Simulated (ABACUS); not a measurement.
Set-up for a self-consistent single point of GePt (Pnma, 8 atoms in the cell; from Materials Project mp-542640, changed as shown).

```yaml
crystal:
  lattice:
    - [5.64089, 0.00000, 0.00000]
    - [0.00000, 3.65543, 0.00000]
    - [0.00000, 0.00000, 5.98933]
  atoms:
    - { symbol: Ge, position: [0.81393, 0.75000, 0.58801] }
    - { symbol: Ge, position: [0.18607, 0.25000, 0.41199] }
    - { symbol: Ge, position: [0.68607, 0.25000, 0.08801] }
    - { symbol: Ge, position: [0.31393, 0.75000, 0.91199] }
    - { symbol: Pt, position: [0.00185, 0.75000, 0.19271] }
    - { symbol: Pt, position: [0.99815, 0.25000, 0.80729] }
    - { symbol: Pt, position: [0.49815, 0.25000, 0.69271] }
    - { symbol: Pt, position: [0.50185, 0.75000, 0.30729] }
```

Method: PBE, numerical atomic orbitals DZP (confined pseudo-atomic orbitals with Gaussian additions; energy shift 0.01 Ry), PseudoDojo 0.5 standard norm-conserving PBE (tails mended) pseudopotentials run with ABACUS.

ABACUS settings:

| setting | value |
|---|---|
| basis | DZP numerical atomic orbitals, energy shift 0.01 Ry |
| KPT | Gamma 4 6 4 0 0 0 |
| basis_type | lcao |
| dft_functional | PBE |
| ecutwfc | 100 Ry |
| smearing_method | fd |
| smearing_sigma | 0.00734986 Ry |
| potentials | PseudoDojo 0.5 standard norm-conserving PBE (tails mended) |
| symmetry | 1 |
| ks_solver | genelpa |
| scf_nmax | 100 |
| scf_thr | 1.0e-07 |
| mixing_type | broyden |
| mixing_beta | 0.4 |

Results:

| Property | Value |
|---|---|
| Number of valence electrons | 128 |
| Number of bands | 77 |
| Number of k-points after the program's reduction | 36 |
| Size of the basis | 204 |
| Number of SCF iterations | 11 |
| Free energy E − TS | -23937.9947 eV |
| Fermi level (on the code's own zero) | 19.95 eV |
| Pressure | 20.54 GPa |
| Largest force (vector length) | 0.481 eV/Å |

Forces (eV/Å):
| atom | Fx | Fy | Fz |
|---|---|---|---|
| Ge1 | 0.338 | 0.000 | 0.088 |
| Ge2 | -0.338 | 0.000 | -0.088 |
| Ge3 | -0.338 | 0.000 | 0.088 |
| Ge4 | 0.338 | 0.000 | -0.088 |
| Pt5 | -0.405 | 0.000 | -0.259 |
| Pt6 | 0.405 | 0.000 | 0.259 |
| Pt7 | 0.405 | 0.000 | -0.259 |
| Pt8 | -0.405 | 0.000 | 0.259 |

Stress (GPa, positive for compression):
```
21.76   0.00   0.00
 0.00  18.83   0.00
 0.00   0.00  21.02
```

For comparison: a first run was changed to give this one (lattice scaled by 0.98), and from it to this one the free energy goes up by 81.3 meV/atom, the pressure goes from 7.24 to 20.54 GPa and the largest force goes from 0.221 to 0.481 eV/Å.

The atom-centred basis is finite, which shifts total energies, pressures and forces against plane waves. The structure comes from a collection of computed structures, made at another level of theory; the collection holds predicted forms beside known ones. No clean gap shows at this smearing width and mesh (spacing up to 0.29 Å⁻¹); the mesh is coarse for partly filled bands, so the values carry mesh errors. At this pressure the cell is far from its equilibrium volume at this level.

Cost on one core: very roughly 90 core-seconds.

The atomic orbitals were generated for these runs; they are not ABACUS's published sets and were checked against plane waves on a few crystals only.

“Tails mended”: in these copies of the files the far tail of each local potential was reset to the Coulomb form.
